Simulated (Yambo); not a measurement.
CdSe (zinc blende, space group F-43m, No. 216), G0W0@LDA in Yambo; all else as in the reference (4×4×4 Γ-centred k mesh, bands 10 to 113 and a 8 Ry block in the screening, 113 bands in G with the Bruneval-Gonze terminator, plasmon pole fitted at 27.2 eV). One parameter is varied: the k mesh, over 2×2×2, 4×4×4, 6×6×6.

Question: From which value on does the gap Γ → Γ stay within 0.05 eV of the largest setting?

Answer: From 4×4×4 on.
```tsv
k mesh	G0W0 gap (eV)	valence shift (eV)	rough Yambo cost
2×2×2	1.89	-0.96	about 1/10
4×4×4	1.82	-1.00	1
6×6×6	1.83	-1.03	about 6×
```
The last step of the sweep still moves the gap by 10 meV; the other settings are held fixed.

The standard potential for Se keeps a d shell in the valence without the s and p states of that shell. In tests on such compounds this moved G0W0 gaps by up to about 0.9 eV, so absolute quasiparticle energies here are unreliable; differences between settings are what counts.

Spin-orbit coupling is not included.

Geometry relaxed with LDA; primitive cell a = 4.2498 Å, b = 4.2498 Å, c = 4.2498 Å, α = 60.00°, β = 60.00°, γ = 60.00°.

A shift is the quasiparticle energy of the state minus its LDA energy.
